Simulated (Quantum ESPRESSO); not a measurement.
## Calculated data, AlInGa₂P₄ (made-up cell)

All values are calculated (Quantum ESPRESSO 7.5). Calculation on a made-up crystal cell, not a measurement: periodic Kohn-Sham density functional theory in plane waves with PseudoDojo standard norm-conserving scalar-relativistic pseudopotentials, each functional with its own files (v0.5 for PBE, v0.4.1 for LDA and PBEsol), no spin polarisation, no spin-orbit coupling, atoms not relaxed, stress positive in tension, energies less a fixed whole-eV offset for each atom's element; levels are Kohn-Sham levels at fractions of this cell's reciprocal vectors, counted from the reference band (half the neutral cell's valence electrons, rounded up) at Gamma; error bars cover cutoff and k-mesh only, not smearing or the files; added strain carries the atoms with the cell, and shear is the tensor component; each bar is the largest change over components, and at least 0.002 eV, 0.002 eV per angstrom or 0.02 GPa; energies are for the whole cell, and the offsets were chosen from early runs and are not element reference energies.

Settings shared by all entries: lattice type zincblende/diamond; functional pbe; cutoff 1088 eV; fermi dirac smearing 0.025 eV; scf tolerance 1e-07 eV; electrons removed 0; k mesh 4 x 4 x 4, shifted by half a step.

(1) 
```xyz
8
Lattice="5.7435 0.0000 0.0000 0.0000 5.7435 0.0000 0.0000 0.0000 5.7435" Properties=species:S:1:pos:R:3 formula=AlInGa2P4 free_energy_less_offsets=-1.362 smearing_term_minus_ts=0 scf_iterations=11 pressure=-2.655 stress_xx=2.92 stress_yy=2.518 stress_zz=2.528 stress_yz=-1.681 stress_xz=1.061 stress_xy=-0.6677 error_bar_energy=0.007708 error_bar_stress=0.02 error_bar_force=0.002 error_bars_from=tighter_rerun_of_a_related_cell
Al     0.1009    -0.0109     0.0076
In     0.0338     2.7827     2.9757
Ga     2.8987    -0.0562     2.7880
Ga     2.7607     2.8832     0.0638
P      1.3834     1.4569     1.4464
P      1.3564     4.2565     4.3625
P      4.2532     1.3092     4.2176
P      4.2759     4.4330     1.3918
```

Units: free_energy_less_offsets, smearing_term_minus_ts, error_bar_energy in eV; pressure, stress_xx, stress_yy, stress_zz, stress_yz, stress_xz, stress_xy, error_bar_stress in GPa; error_bar_force in eV/Å.

Atoms:
```
atoms element  atom site  atom energy offset (eV)
           Al          1                      -64
           In          2                    -1808
           Ga          3                    -2080
           Ga          4                    -2080
            P          5                     -189
            P          6                     -189
            P          7                     -189
            P          8                     -189
```

Forces:
```
site  x (eV/Å)  y (eV/Å)  z (eV/Å)
   1    -1.098    0.2973   -0.2267
   2    -1.363    0.6637   -0.7141
   3    -0.635     0.252    0.4311
   4    0.7994  -0.02003   -0.3856
   5     1.086    -1.117   -0.7918
   6     1.487     1.121    0.4244
   7   -0.5257   -0.1888     1.694
   8    0.2507    -1.008    -0.431
```

(2) 
```xyz
8
Lattice="5.7435 0.0000 0.0000 0.0000 5.7435 0.0000 0.0000 0.0000 5.7435" Properties=species:S:1:pos:R:3 formula=AlInGa2P4 free_energy_less_offsets=-1.382 smearing_term_minus_ts=0 scf_iterations=11 pressure=-2.715 stress_xx=3.019 stress_yy=2.535 stress_zz=2.59 stress_yz=-1.816 stress_xz=0.5507 stress_xy=-0.7735 error_bar_energy=0.007708 error_bar_stress=0.02 error_bar_force=0.002 error_bars_from=tighter_rerun_of_a_related_cell
Al     0.1009    -0.0109     0.0076
In     0.0338     2.8347     2.9757
Ga     2.8987    -0.0562     2.7880
Ga     2.7607     2.8832     0.0638
P      1.3834     1.4569     1.4464
P      1.3564     4.2565     4.3625
P      4.2532     1.3092     4.2176
P      4.2759     4.4330     1.3918
```

Units: free_energy_less_offsets, smearing_term_minus_ts, error_bar_energy in eV; pressure, stress_xx, stress_yy, stress_zz, stress_yz, stress_xz, stress_xy, error_bar_stress in GPa; error_bar_force in eV/Å.

Atoms:
```
atoms element  atom site  atom energy offset (eV)
           Al          1                      -64
           In          2                    -1808
           Ga          3                    -2080
           Ga          4                    -2080
            P          5                     -189
            P          6                     -189
            P          7                     -189
            P          8                     -189
```

Forces:
```
site  x (eV/Å)  y (eV/Å)  z (eV/Å)
   1    -1.095    0.3603   -0.2396
   2    -1.527   0.09539   -0.8975
   3   -0.6372    0.3211    0.4395
   4    0.8005   -0.1113   -0.3908
   5    0.9467   -0.9863   -0.6316
   6     1.671     1.314     0.623
   7   -0.3724   -0.0425     1.571
   8    0.2126    -0.951   -0.4735
```

(3) 
```xyz
8
Lattice="5.7435 0.0000 0.0000 0.0000 5.7435 0.0000 0.0000 0.0000 5.7435" Properties=species:S:1:pos:R:3 formula=AlInGa2P4 free_energy_less_offsets=-1.381 smearing_term_minus_ts=0 scf_iterations=11 pressure=-2.725 stress_xx=3.038 stress_yy=2.544 stress_zz=2.592 stress_yz=-1.877 stress_xz=0.323 stress_xy=-0.8244 error_bar_energy=0.007708 error_bar_stress=0.02 error_bar_force=0.002 error_bars_from=tighter_rerun_of_a_related_cell
Al     0.1009    -0.0109     0.0076
In     0.0338     2.8580     2.9757
Ga     2.8987    -0.0562     2.7880
Ga     2.7607     2.8832     0.0638
P      1.3834     1.4569     1.4464
P      1.3564     4.2565     4.3625
P      4.2532     1.3092     4.2176
P      4.2759     4.4330     1.3918
```

Units: free_energy_less_offsets, smearing_term_minus_ts, error_bar_energy in eV; pressure, stress_xx, stress_yy, stress_zz, stress_yz, stress_xz, stress_xy, error_bar_stress in GPa; error_bar_force in eV/Å.

Atoms:
```
atoms element  atom site  atom energy offset (eV)
           Al          1                      -64
           In          2                    -1808
           Ga          3                    -2080
           Ga          4                    -2080
            P          5                     -189
            P          6                     -189
            P          7                     -189
            P          8                     -189
```

Forces:
```
site  x (eV/Å)  y (eV/Å)  z (eV/Å)
   1    -1.093    0.3884   -0.2452
   2    -1.603   -0.1598   -0.9845
   3   -0.6381     0.352    0.4431
   4    0.8009   -0.1521   -0.3931
   5    0.8886   -0.9288   -0.5649
   6     1.761     1.403    0.7194
   7   -0.3096   0.02019      1.52
   8    0.1935   -0.9233   -0.4947
```

(4) 
```xyz
8
Lattice="5.7435 0.0000 0.0000 0.0000 5.7435 0.0000 0.0000 0.0000 5.7435" Properties=species:S:1:pos:R:3 formula=AlInGa2P4 free_energy_less_offsets=-1.36 smearing_term_minus_ts=0 scf_iterations=11 pressure=-2.713 stress_xx=3.027 stress_yy=2.568 stress_zz=2.545 stress_yz=-2.002 stress_xz=-0.1499 stress_xy=-0.9359 error_bar_energy=0.007708 error_bar_stress=0.02 error_bar_force=0.002 error_bars_from=tighter_rerun_of_this_cell
Al     0.1009    -0.0109     0.0076
In     0.0338     2.9064     2.9757
Ga     2.8987    -0.0562     2.7880
Ga     2.7607     2.8832     0.0638
P      1.3834     1.4569     1.4464
P      1.3564     4.2565     4.3625
P      4.2532     1.3092     4.2176
P      4.2759     4.4330     1.3918
```

Units: free_energy_less_offsets, smearing_term_minus_ts, error_bar_energy in eV; pressure, stress_xx, stress_yy, stress_zz, stress_yz, stress_xz, stress_xy, error_bar_stress in GPa; error_bar_force in eV/Å.

Atoms:
```
atoms element  atom site  atom energy offset (eV)
           Al          1                      -64
           In          2                    -1808
           Ga          3                    -2080
           Ga          4                    -2080
            P          5                     -189
            P          6                     -189
            P          7                     -189
            P          8                     -189
```

Forces:
```
site  x (eV/Å)  y (eV/Å)  z (eV/Å)
   1    -1.088    0.4467   -0.2566
   2    -1.769   -0.6887    -1.175
   3   -0.6394    0.4163    0.4506
   4    0.8016    -0.237   -0.3975
   5    0.7759   -0.8125   -0.4358
   6      1.96     1.593    0.9351
   7   -0.1905    0.1443     1.423
   8    0.1498   -0.8621   -0.5432
```

(5) 
```xyz
8
Lattice="5.7435 0.0000 0.0000 0.0000 5.7435 0.0000 0.0000 0.0000 5.7435" Properties=species:S:1:pos:R:3 formula=AlInGa2P4 free_energy_less_offsets=-1.301 smearing_term_minus_ts=0 scf_iterations=11 pressure=-2.641 stress_xx=2.921 stress_yy=2.606 stress_zz=2.396 stress_yz=-2.154 stress_xz=-0.7301 stress_xy=-1.081 error_bar_energy=0.007708 error_bar_stress=0.02 error_bar_force=0.002 error_bars_from=tighter_rerun_of_a_related_cell
Al     0.1009    -0.0109     0.0076
In     0.0338     2.9655     2.9757
Ga     2.8987    -0.0562     2.7880
Ga     2.7607     2.8832     0.0638
P      1.3834     1.4569     1.4464
P      1.3564     4.2565     4.3625
P      4.2532     1.3092     4.2176
P      4.2759     4.4330     1.3918
```

Units: free_energy_less_offsets, smearing_term_minus_ts, error_bar_energy in eV; pressure, stress_xx, stress_yy, stress_zz, stress_yz, stress_xz, stress_xy, error_bar_stress in GPa; error_bar_force in eV/Å.

Atoms:
```
atoms element  atom site  atom energy offset (eV)
           Al          1                      -64
           In          2                    -1808
           Ga          3                    -2080
           Ga          4                    -2080
            P          5                     -189
            P          6                     -189
            P          7                     -189
            P          8                     -189
```

Forces:
```
site  x (eV/Å)  y (eV/Å)  z (eV/Å)
   1    -1.082    0.5176   -0.2699
   2    -1.986    -1.327    -1.426
   3   -0.6401    0.4947    0.4595
   4    0.8024   -0.3404   -0.4026
   5    0.6523   -0.6773   -0.2954
   6     2.229     1.831     1.227
   7  -0.06434    0.2836     1.319
   8   0.08847   -0.7814   -0.6111
```
